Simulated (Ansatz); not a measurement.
Relaxed Ti (hcp, Mg type):

```yaml
crystal:
  lattice:
    - [5.87827, 0.00000, 0.00000]
    - [-1.46957, 2.54537, 0.00000]
    - [2.93914, 0.00000, 4.65010]
  atoms:
    - { symbol: Ti, position: [0.79167, 0.66667, 0.75000] }
    - { symbol: Ti, position: [0.29167, 0.66667, 0.75000] }
    - { symbol: Ti, position: [0.20833, 0.33333, 0.25000] }
    - { symbol: Ti, position: [0.70833, 0.33333, 0.25000] }
```

The atoms are displaced by Q × the pattern below (from a DFPT mode at L = (0.5, 0.0, 0.5), largest move 1; Q in Å), at fixed cell. It is one choice among 2 degenerate patterns. (q is in reciprocal vectors of the primitive cell; the cell shown is doubled to hold the pattern.)

```tsv
atom	x	y	z
Ti1	0.835	0.482	0.000
Ti2	-0.835	-0.482	0.000
Ti3	0.000	0.000	1.000
Ti4	0.000	0.000	-1.000
```

Computed with PBE (plane waves to 420 eV, PAW, scalar-relativistic; Ansatz, an electronic-structure program). k mesh 18×18×18 (Γ-centred), Fermi-Dirac smearing 0.05 eV. E stands for the smeared free energy. With partly filled bands, energies and forces of such displacements shift with the k mesh and the smearing. Ti is run without spin polarisation. Ti was relaxed with its symmetry unable to fall. The zero of ΔE is the undisplaced structure.

```
Q (Å)   −dE/dQ from forces (eV/Å)  ΔE (meV/cell)
------  -------------------------  -------------
-0.180                          …            723
-0.150                      6.410              …
-0.120                      5.295              …
-0.090                      4.180            195
-0.060                      2.896             88
-0.030                      1.478             22
0.000                       0.000              0
0.030                      -1.478             22
0.060                      -2.896             88
0.090                      -4.180            195
0.120                      -5.295              …
0.150                      -6.410              …
0.180                           …            723
```

Question: Complete the blanks.

Answer: 
- -0.180, −dE/dQ from forces (eV/Å): 7.701
- -0.150, ΔE (meV/cell): 512
- -0.120, ΔE (meV/cell): 337
- 0.120, ΔE (meV/cell): 337
- 0.150, ΔE (meV/cell): 512
- 0.180, −dE/dQ from forces (eV/Å): -7.701

(A displaced cell: forces are minus the slopes of the energy, force constants its curvatures, and phonons follow from these.)
